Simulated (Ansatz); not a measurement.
Here is the system:

GaN:
```
GaN
1.0
    3.18286     0.00000     0.00000
   -1.59143     2.75644     0.00000
    0.00000     0.00000     5.18543
Ga N
2 2
Direct
  0.66667   0.33333   0.49918
  0.33333   0.66667   0.99918
  0.66667   0.33333   0.87582
  0.33333   0.66667   0.37582
```

This is the PBEsol-relaxed structure. x, y and z are the axes in which the lattice vectors are written.

Q: All from plane-wave PAW PBEsol (Ansatz code), unless another level is named. Predict the HSE06 gap on the PBEsol cell.

A: 3.19 eV.

Q: And the hole effective mass, band 1 of 2 at the edge?

A: 2.2 along x, 2.1 along z (mₑ).

Q: Predict the valence-band maximum.

A: at Γ.

Space group P6_3mc (wurtzite). The PBEsol relaxation kept the symmetry of its start. Spin–orbit coupling is left out wherever it is not named.

Potentials: the earlier of the program's two PAW sets. The files were generated under PBE; for other functionals the program regenerates the frozen cores, and for LDA and PBEsol the local potential too.
